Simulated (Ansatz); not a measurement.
Ru:
Space group P6₃/mmc (No. 194); a = b = 2.721 Å, c = 4.295 Å, α = β = 90.00°, γ = 120.00°

```csv
atom,site,symmetry,x,y,z
Ru,2c,-6m2,0.3333,0.6667,0.2500
```

This is the PBE-relaxed structure.

Q: All from plane-wave PAW PBE (Ansatz code), unless another level is named. Predict the density of states at the Fermi level.

A: 0.83 states/eV per atom (mean over ±0.08 eV).

Q: And the gap with spin–orbit coupling?

A: none (metallic).

Space group P6_3/mmc (hcp (Mg type)). The PBE relaxation kept the symmetry of its start. No spin polarisation was allowed. Axis ratios of metals converge slowly with the k-mesh, so a and c are less sure than the volume. Spin–orbit coupling is left out wherever it is not named.

Potentials: the earlier of the program's two PAW sets.
